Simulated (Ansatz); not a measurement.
GeSe2O6: O-17 NMR of the central transition

Cell: a Materials Project structure (computed, not necessarily an observed phase), atoms as given.

Space group Pa-3 (No. 205); a = 7.7981 Å.

```csv
site,Wyckoff,site symmetry,x,y,z
Ge,4b,.-3.,0.5000,0.5000,0.5000
Se,8c,.3.,0.8301,0.6699,0.3301
O,24d,1,0.7389,0.5285,0.4725
```

One atom of each set is listed.

Computed with Ansatz: DFT, PBE, plane waves and PAW, scalar-relativistic, 420 eV cutoff, Γ-centred 3×3×3 k-points, Fermi–Dirac smearing 0.02 eV.

O-17 has I = 5/2 and Q = -25.58 mb (Pyykkö 2018); at 23.5 T its Larmor frequency is ν₀ = 135.7 MHz. Only the quadrupole interaction is simulated: positions count from each site's isotropic chemical shift, and J coupling is left out, as are shift anisotropy and dipolar coupling, which fast spinning averages.

Simulated pattern of one O site (fast magic-angle spinning, Gaussian broadening 0.2 kHz):

```json
{"offset (kHz)": "-9.488", "height": "0"}
{"offset (kHz)": "-9.175", "height": "1"}
{"offset (kHz)": "-8.862", "height": "8"}
{"offset (kHz)": "-8.549", "height": "8"}
{"offset (kHz)": "-8.236", "height": "9"}
{"offset (kHz)": "-7.923", "height": "9"}
{"offset (kHz)": "-7.610", "height": "9"}
{"offset (kHz)": "-7.297", "height": "11"}
{"offset (kHz)": "-6.984", "height": "25"}
{"offset (kHz)": "-6.671", "height": "30"}
{"offset (kHz)": "-6.358", "height": "32"}
{"offset (kHz)": "-6.045", "height": "35"}
{"offset (kHz)": "-5.732", "height": "39"}
{"offset (kHz)": "-5.419", "height": "46"}
{"offset (kHz)": "-5.106", "height": "76"}
{"offset (kHz)": "-4.793", "height": "100"}
{"offset (kHz)": "-4.480", "height": "74"}
{"offset (kHz)": "-4.167", "height": "68"}
{"offset (kHz)": "-3.854", "height": "66"}
{"offset (kHz)": "-3.541", "height": "68"}
{"offset (kHz)": "-3.228", "height": "73"}
{"offset (kHz)": "-2.915", "height": "91"}
{"offset (kHz)": "-2.602", "height": "88"}
{"offset (kHz)": "-2.289", "height": "67"}
{"offset (kHz)": "-1.976", "height": "58"}
{"offset (kHz)": "-1.663", "height": "53"}
{"offset (kHz)": "-1.350", "height": "48"}
{"offset (kHz)": "-1.038", "height": "45"}
{"offset (kHz)": "-0.725", "height": "42"}
{"offset (kHz)": "-0.412", "height": "30"}
{"offset (kHz)": "-0.099", "height": "1"}
{"offset (kHz)": "0.214", "height": "0"}
```

Problem. Which |C_Q| and η does the pattern imply?

Solution. The pattern spans 8.72 kHz before broadening and its centre of gravity is at -3.76 kHz, which fixes P_Q; the places of the horns and steps fix η. That gives P_Q = 9.22 MHz, |C_Q| = 8.86 MHz and η = 0.49. The sign of C_Q can't be read from the pattern.

At this cell the PBE pressure is 6 GPa, so with PBE the cell would grow if it were relaxed. The entry's cell may itself be off. The largest force is 0.6 eV/Å, so the atoms aren't at the calculated equilibrium and relaxing them would move these values. A computed database structure should lie near equilibrium, so this entry is doubtful.
